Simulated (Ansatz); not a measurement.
A geometry of ZrO2 away from equilibrium: step 23 of the relaxation of a randomly generated symmetric cell of ZrO2 (space group No. 105). The numbers are results of r2SCAN (plane waves to 500 eV, PAW, scalar-relativistic; Ansatz, a quantum-chemistry and plane-wave program), not measurements. Γ-centred k-mesh 6×6×6 on the run's cell (coarser than for final values), Fermi–Dirac smearing 0.05 eV.

```xyz
6
Lattice="3.4332 0.0000 0.0000 0.0000 3.4332 0.0000 0.0000 0.0000 5.6352" Properties=species:S:1:pos:R:3:forces:R:3 pbc="T T T" free_energy=-10667.566 pressure_GPa=6.9
O      0.0000     0.0000     4.6831    0.0000    0.0000    0.0198
O      0.0000     0.0000     1.8655    0.0000    0.0000    0.0198
O      0.0000     1.7166     0.5503    0.0000    0.0000    0.1374
O      1.7166     0.0000     3.3679    0.0000    0.0000    0.1374
Zr     0.0000     1.7166     2.9139    0.0000    0.0000   -0.1572
Zr     1.7166     0.0000     5.7315    0.0000    0.0000   -0.1572
```

Positions in Å, forces in eV/Å, free energy of the cell in eV (comparable only within this code, potentials and settings). Largest force: 0.16 eV/Å, on Zr5, Zr6 (atoms numbered as listed); the geometry lies 0.65 eV/atom above the end of its relaxation.

No spin polarisation in the result. Without a van der Waals term the distances between weakly bound units are poorly fixed.

The run could not lose the symmetry of its start, so the end can be a saddle point.

The end of the path is a generated cell of ZrO2: the first start was made by a random draw of sites in a space group, and the end was not matched to a known phase here, so it may be hypothetical. Known forms of ZrO2 include space group No. 14, 137, 225.
